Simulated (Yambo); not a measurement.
Yambo run on Rb$_{2}$BrOH (space group P2_1/m, No. 11). The wavefunctions are PBEsol (pw.x of Quantum ESPRESSO, ONCV potentials, scalar-relativistic) ones on a 2×2×1 mesh (32 occupied bands); a = 6.9415 Å, b = 4.4793 Å, c = 8.9069 Å, α = γ = 90.00°, β = 108.00°.

Yambo input:

```
rim_cut
gw0
dyson
el_el_corr
HF_and_locXC
ppa
em1d
RandQpts= 1000000
RandGvec= 1 Ry
EXXRLvcs= 84 Ry
VXCRLvcs= 336 Ry
Chimod= "HARTREE"
% BndsRnXp
 1 | 366 |
%
NGsBlkXp= 7 Ry
% LongDrXp
 1.0 | 1.0 | 1.0 |
%
PPAPntXp= 10 eV
% GbndRnge
 1 | 366 |
%
GTermKind= "BG"
DysSolver= "n"
ExtendOut
% QPkrange
 1 | 1 | 32 | 33 |
 4 | 4 | 32 | 32 |
%
```

k points by index: 1 = Γ, 4 = (-0.5, -0.5, 0).

Resulting energies as the program prints them:

```
#    K-point    Band    Eo [eV]    E [eV]    E-Eo [eV]    Vxc [eV]    Vnlxc [eV]    Sc|Eo [eV]    Sc|E [eV]    dSc/dw|Eo [eV]    Re(Z)    Im(Z)
#
    1    32    -0.030108    -1.504312    -1.474204    -17.36456    -23.01870    3.735368    4.179940    -8.205104    0.768322    -0.001467
    1    33    3.348718    4.200770    0.852052    -7.130483    -3.263625    -2.871195    -3.014806    -4.585695    0.855781    -0.001232
    4    32    0.000000    -1.479586    -1.479586    -17.77493    -23.63848    3.924979    4.383958    -8.440165    0.763257    -0.001484
```
(The two width columns are left out.) Convergence of these settings isn't established.

Spin-orbit coupling is not included.

Geometry of the Materials Project entry, not relaxed at this level.

The structure is a Materials Project entry; no match was found in the copy of COD used, and its stability was not checked.
